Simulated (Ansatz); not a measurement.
**LaSi$_{2}$Ru$_{2}$, a database entry at a rescaled volume**

```
CELL_PARAMETERS angstrom
0.00000 4.27659 0.00000
4.27659 0.00000 0.00000
2.13829 2.13829 -5.04249
ATOMIC_POSITIONS crystal
La 0.00000 0.00000 0.00000
Ru 0.75000 0.25000 0.50000
Ru 0.25000 0.75000 0.50000
Si 0.37500 0.37500 0.25000
Si 0.62500 0.62500 0.75000
```

Level: LDA, spin-orbit coupling; 420 eV; 6×6×6 Γ-centred mesh; fermi-dirac occupations (width 0.1 eV); Ansatz 0.2.0, fixed geometry.

The state carries no moments; the state need not be the lowest.

Task: Is it stable against the elements?

Result: -0.77 eV an atom against the elements' usual phases (free molecules for gases, crystals otherwise, with no correction for O₂ or N₂), so it is bound against them; other compounds may still compete. Relaxing would lower it.

Task: Which atom feels the largest force, and which way?

Result: The largest is on Si4 (and as large on other atoms): 1.94 eV/Å, components (0.00, 0.00, -1.94). It makes 59° with the line to a nearest neighbour, Ru2 at 2.48 Å.

Task: Is the cell too large or too small?

Result: The pressure is -14.4 GPa (compression positive), so with the atoms held at these fractions the cell would first shrink; the forces are large, so a full relaxation may end otherwise. The principal stresses -14.9, -14.9, -13.4 GPa differ, so its shape would change too.

Task: Give the Bader charges.

Result: Bader charges in e: La +1.46, Si +0.01, Ru -0.73. In the mean La gives up most and Ru takes most.

Task: Metal or insulator?

Result: It is a metal, with about 3.2 states/eV a cell as the mean within 0.25 eV of the Fermi level, mostly Ru d (53 %), La d (19 %) and Si p (16 %).

Origin: a database entry at a rescaled volume. Caveats: atoms or cell far from equilibrium; the SCF threshold is loose for a stress; f levels without a U or exact exchange are poorly placed.
